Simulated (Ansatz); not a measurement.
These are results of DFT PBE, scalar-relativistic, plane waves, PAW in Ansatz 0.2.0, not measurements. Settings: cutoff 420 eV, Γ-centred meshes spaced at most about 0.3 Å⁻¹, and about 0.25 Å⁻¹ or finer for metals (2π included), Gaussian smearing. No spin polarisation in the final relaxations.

All energies are static (0 K, no zero-point motion). All come from trial cells, and lower structures may exist.

Problem. Order these relaxed structures of RbPd by energy, lowest first, with the energy over the lowest of them.
A.

Space group P-6m2 (No. 187). a = 3.446 Å, b = 3.446 Å, c = 5.319 Å, α = 90.00°, β = 90.00°, γ = 120.00°
```
atom  site  symmetry       x       y       z
  Rb    1b      -6m2  0.0000  0.0000  0.5000
  Pd    1e      -6m2  0.6667  0.3333  0.0000
```

B.

Space group Cmcm (No. 63). a = 5.280 Å, b = 11.334 Å, c = 4.773 Å, α = 90.00°, β = 90.00°, γ = 90.00°
```csv
atom,site,symmetry,x,y,z
Rb,4c,m2m,0.0000,0.3543,0.2500
Pd,4c,m2m,0.0000,0.0418,0.2500
```

Solution. B (0 meV/atom), A (341 meV/atom). Forms: B CrB type, Cmcm; A P-6m2. Counting all near atoms (those within 1.25 times the shortest distance at each site): B has Rb 9, Pd 2; A has Rb 12, Pd 12. Even the lowest lies +0.12 eV/atom against the elements.

Cells relaxed within their symmetry can be saddle points. The Cmcm cell of RbPd came from shaking the P-6m2 one. Some types were kept out of the candidates beforehand, so the set may lack a known form.
